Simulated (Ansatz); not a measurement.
## Varying the input for ScBi$_{3}$

The reference input for Ansatz (plane-wave DFT with PAW):

```yaml
crystal:
  lattice:
    - [-2.315092, 2.315092, 5.410662]
    - [2.315092, -2.315092, 5.410662]
    - [2.315092, 2.315092, -5.410662]
  atoms:
    - { symbol: Sc, position: [0.0, 0.0, 0.0] }
    - { symbol: Bi, position: [0.75, 0.25, 0.5] }
    - { symbol: Bi, position: [0.25, 0.75, 0.5] }
    - { symbol: Bi, position: [0.5, 0.5, 0.0] }
basis:
  ecutwfc: 420
kpoints:
  mp_grid: { grid: [4, 4, 4] }
hamiltonian:
  xc: pbe
scf:
  occupations: { method: gaussian, width: 0.1 }
output:
  forces: true
  stress: true
  eigenvalues: true
```

Command:

```bash
ansatz run input.yaml --threads 1 --pin off --max-ram 1331MiB --backend cpu --events-out ev --progress --plain --runs-dir out
```

The run converges in 6 SCF iterations on 13 irreducible k-points: pressure -0.15 GPa, no gap.

These settings were drawn at random to show what each does; none of the numbers is a converged property of the crystal. Each trial's input is given as a difference from the reference's; energies are extrapolated to zero smearing where there is one, and pressure is positive in compression.

Trial 1:

```diff
 basis:
-  ecutwfc: 420
+  ecutwfc: 320
 kpoints:
-  mp_grid: { grid: [4, 4, 4] }
+  mp_grid: { grid: [1, 4, 3] }
 hamiltonian:
-  xc: pbe
+  xc: r2scan
 scf:
+  max_iter: 30
+  convergence: { dr2_threshold: "1e-7 eV" }
```

The run converges in 8 SCF iterations on 7 irreducible k-points: pressure -3.14 GPa, largest force 0.592 eV/Å, no gap. It warns that the cutoff lies under the recommended one, 500 eV for these potentials; that the SCF threshold is loose for the stress; that the mesh lowers the symmetry.

Trial 2:

```diff
 hamiltonian:
+  dispersion: none
 scf:
-  occupations: { method: gaussian, width: 0.1 }
+  occupations: { method: fixed }
+  max_iter: 59
```

The run converges in 7 SCF iterations on 13 irreducible k-points: pressure 0.02 GPa, no gap. It warns that bands overlap at the filling; that the bands looked metallic on the way.

Trial 3:

```diff
 scf:
-  occupations: { method: gaussian, width: 0.1 }
+  occupations: { method: tetrahedron_uncorrected }
+  max_iter: 60
```

The run converges in 7 SCF iterations on 13 irreducible k-points: energy 33.7 meV per atom above the reference, pressure -0.01 GPa, no gap. It warns that the printed bands weren't solved further after the SCF.

Trial 4 (origin moved):

```diff
 crystal:
   atoms:
-    - { symbol: Sc, position: [0.0, 0.0, 0.0] }
-    - { symbol: Bi, position: [0.75, 0.25, 0.5] }
-    - { symbol: Bi, position: [0.25, 0.75, 0.5] }
-    - { symbol: Bi, position: [0.5, 0.5, 0.0] }
+    - { symbol: Sc, position: [0.349, 0.639, 0.256] }
+    - { symbol: Bi, position: [1.099, 0.889, 0.756] }
+    - { symbol: Bi, position: [0.599, 1.389, 0.756] }
+    - { symbol: Bi, position: [0.849, 1.139, 0.256] }
 basis:
-  ecutwfc: 420
+  ecutwfc: "12 Ha"
 hamiltonian:
+  dispersion: d3bj
 scf:
-  occupations: { method: gaussian, width: 0.1 }
+  occupations: { method: methfessel_paxton }
 output:
+  dos: {}
```

The run converges in 6 SCF iterations on 13 irreducible k-points: pressure -2.86 GPa, no gap. It warns that the cutoff lies under the recommended one, 420 eV for these potentials.

Trial 5 (volume scaled):

```diff
 crystal:
   lattice:
-    - [-2.315092, 2.315092, 5.410662]
-    - [2.315092, -2.315092, 5.410662]
-    - [2.315092, 2.315092, -5.410662]
+    - [-2.2201949779, 2.2201949779, 5.1888756903]
+    - [2.2201949779, -2.2201949779, 5.1888756903]
+    - [2.2201949779, 2.2201949779, -5.1888756903]
 basis:
-  ecutwfc: 420
+  ecutwfc: "9 Ha"
+  precision: f64
 kpoints:
-  mp_grid: { grid: [4, 4, 4] }
+  mp_grid: { grid: [1, 1, 1] }
 scf:
+  convergence: { dr2_threshold: "1e-2 eV" }
```

The run converges in 6 SCF iterations on 1 irreducible k-point: energy 1.66 eV per atom above the reference, pressure 10.84 GPa (unreliable at so low a cutoff), gap on the sampled k-points 0.55 eV (the reference is a metal, so it comes from the sampling or the changed settings). It warns that the cutoff lies under the recommended one, 420 eV for these potentials; that the SCF threshold is loose for the forces; that the SCF threshold is loose for the stress.

Trial 6:

```diff
 kpoints:
-  mp_grid: { grid: [4, 4, 4] }
+  mp_grid: { grid: [2, 2, 2] }
 hamiltonian:
-  xc: pbe
+  xc: blyp
+  hubbard: { sites: [{ species: Sc, l: d, u_eff: 7.4 }] }
 scf:
-  occupations: { method: gaussian, width: 0.1 }
+  occupations: { method: fermi_dirac, width: 0.01 }
```

The run converges in 12 SCF iterations on 4 irreducible k-points: pressure 8.45 GPa, no gap. It warns that the count of filled bands differs between k-points. Under a U the state reached may not be the lowest.

Trial 7:

```diff
 basis:
-  ecutwfc: 420
+  ecutwfc: "25 Ry"
 scf:
-  occupations: { method: gaussian, width: 0.1 }
+  occupations: { method: fermi_dirac, width: 0.13 }
+  n_extra_bands: 20
```

The run converges in 6 SCF iterations on 13 irreducible k-points: energy 1.01 meV per atom above the reference, pressure 0.00 GPa, no gap. It warns that the cutoff lies under the recommended one, 420 eV for these potentials.

Trial 8:

```diff
 basis:
-  ecutwfc: 420
+  ecutwfc: "20 Ha"
 kpoints:
-  mp_grid: { grid: [4, 4, 4] }
+  mp_grid: { grid: [2, 2, 2] }
 scf:
+  eigensolver: { kind: davidson, full_accuracy: true }
+  max_iter: 76
```

The run converges in 7 SCF iterations on 4 irreducible k-points: energy 196 meV per atom above the reference, pressure 0.27 GPa, no gap.

Trial 9:

```diff
 basis:
-  ecutwfc: 420
+  ecutwfc: 210
 kpoints:
+  band_path: { path: [VBM, CBM], npoints: 5 }
```

The run converges in 7 SCF iterations on 13 irreducible k-points: energy 4.90 eV per atom above the reference, pressure -0.05 GPa (unreliable at so low a cutoff), no gap. It warns that the cutoff lies under the recommended one, 420 eV for these potentials.

Trial 10:

```diff
 basis:
+  ecutrho_ratio: 5
```

The run converges in 6 SCF iterations on 13 irreducible k-points: energy 0.01 meV per atom above the reference, pressure -0.15 GPa, no gap.